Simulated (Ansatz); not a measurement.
PtS2 (started from an entry of an open crystallographic database), relaxed with r2SCAN+rVV10, was run in the plane-wave code Ansatz under altered settings. All numbers are computed, without spin polarisation but where a row says otherwise.

```
Pt S
1.0
     3.55262    0.00000    0.00000
    -1.77631    3.07666    0.00000
     0.00000    0.00000    5.12283
Pt S
1 2
Direct
  0.00000 0.00000 0.00000
  0.33333 0.66667 0.23925
  0.66667 0.33333 0.76075
```

The base run's other keys:
```yaml
kpoints:
  mp_grid: { grid: [6, 6, 2] }
hamiltonian:
  xc: hse06
scf:
  occupations: { method: fixed }
  n_extra_bands: 4
```

It takes 18 iterations with 1079 plane waves at 420 eV and 14 k points, and leaves a mean stress of -0.89 GPa. The gap over this mesh is 1.446 eV. It ran on 4 threads of Intel(R) Xeon(R) 6975P-C (Granite Rapids), on a shared host.

Outcomes, with energy and stress as changes against the base:

| setting | outcome | ΔF (meV/atom) | Δ mean stress (GPa) | gap on the mesh (eV) | iterations | wall time |
| --- | --- | --- | --- | --- | --- | --- |
| hamiltonian.xc: r2scan50 (cutoff then 500 eV) | converged | – | -4.8 | 3.548 | 22 | 11 s |
| PBE hybrid, exx coeff 0.4, omega 0.3 1/Å | converged | – | -2.1 | 1.603 | 22 | 9.8 s |
| PBE hybrid, exx coeff 0.1, omega 0.3 1/Å | converged | – | +2.9 | 1.014 | 14 | 8.3 s |
| PBE hybrid, exx coeff 0.05, omega 0.3 1/Å | converged | – | +3.8 | 0.930 | 14 | 7.3 s |
| scf.mixing.ndim: 2 | converged | 0.0 | 0.0 | 1.446 | 23 | 6.4 s |

A dash marks a value that wasn't obtained or can't be compared. Stress is positive in compression. The base took 8.1 s. The base's mesh is coarse for a hybrid, so its own values aren't converged.

- hamiltonian.xc: r2scan50. The cutoff follows the functional, from 420 to 500 eV. The mean stress moves by -4.8 GPa and the gap on the mesh by +2.102 eV (to 3.548). It's another functional on the same cell, so totals aren't comparable.
- PBE hybrid, exx coeff 0.4, omega 0.3 1/Å. That is 40 % exact exchange, screened with ω = 0.3 1/Å, against HSE06's 25 % screened at 0.208 1/Å. The mean stress moves by -2.1 GPa and the gap on the mesh by +0.157 eV (to 1.603). Totals of different functionals aren't comparable.
- PBE hybrid, exx coeff 0.1, omega 0.3 1/Å. That is 10 % exact exchange, screened with ω = 0.3 1/Å, against HSE06's 25 % screened at 0.208 1/Å. The mean stress moves by +2.9 GPa and the gap on the mesh by -0.432 eV (to 1.014). Totals of different functionals aren't comparable.
- PBE hybrid, exx coeff 0.05, omega 0.3 1/Å. That is 5 % exact exchange, screened with ω = 0.3 1/Å, against HSE06's 25 % screened at 0.208 1/Å. The mean stress moves by +3.8 GPa and the gap on the mesh by -0.516 eV (to 0.930). Totals of different functionals aren't comparable.

Within 1 meV an atom, 0.1 GPa and 0.005 eV of the base stay: scf.mixing.ndim: 2.

Spin-orbit coupling is left out, which matters wherever the heavy atoms make up the band edges.

The stress of a hybrid is loosely converged in these runs.

The meshes of the hybrids are coarse, so their gaps aren't converged to the digits shown.
